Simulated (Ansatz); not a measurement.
Cells of HfN relaxed with PBEsol (plane waves to 420 eV, PAW, scalar-relativistic; Ansatz, an electronic-structure program), each with a space-group label. One label is wrong.

**A**, labelled Pnma (No. 62)
```xyz
8
Lattice="6.9823 0.0000 0.0000 0.0000 3.5501 0.0000 0.0000 0.0000 4.9677" Properties=species:S:1:pos:R:3 pbc="T T T"
Hf     6.0578     0.8875     3.9476
Hf     2.5666     0.8875     3.5040
Hf     0.9245     2.6626     1.0202
Hf     4.4157     2.6626     1.4637
N      1.0786     0.8875     4.9298
N      4.5697     0.8875     2.5218
N      5.9037     2.6626     0.0380
N      2.4126     2.6626     2.4459
```

**B**, labelled Fmm2 (No. 42)
```
CELL_PARAMETERS angstrom
      3.11836     0.00000     0.00000
     -1.55918     2.70058     0.00000
      0.00000     0.00000     5.63187
ATOMIC_POSITIONS crystal
  Hf 0.00000 0.00000 0.00000
  Hf 0.00000 0.00000 0.50000
  N  0.66667 0.33333 0.25000
  N  0.33333 0.66667 0.75000
```

**C**, labelled Pm-3m (No. 221)
```xyz
2
Lattice="2.7910 0.0000 0.0000 0.0000 2.7910 0.0000 0.0000 0.0000 2.7910" Properties=species:S:1:pos:R:3 pbc="T T T"
N      0.0000     0.0000     0.0000
Hf     1.3955     1.3955     1.3955
```

Q: Which label is wrong, and what should it be (tolerance 0.01 Å)?

A: B: its symmetry is P6₃/mmc (No. 194), hP4, NiAs type; a = 3.1184 Å, b = 3.1184 Å, c = 5.6319 Å, α = 90.00°, β = 90.00°, γ = 120.00°.

Each run could gain symmetry but not lose that of its start, so entries can be saddle points. All of these are generated cells (placed on structure types, drawn at random, substituted or restacked) that were not matched to a known phase here.

No spin polarisation in the result.
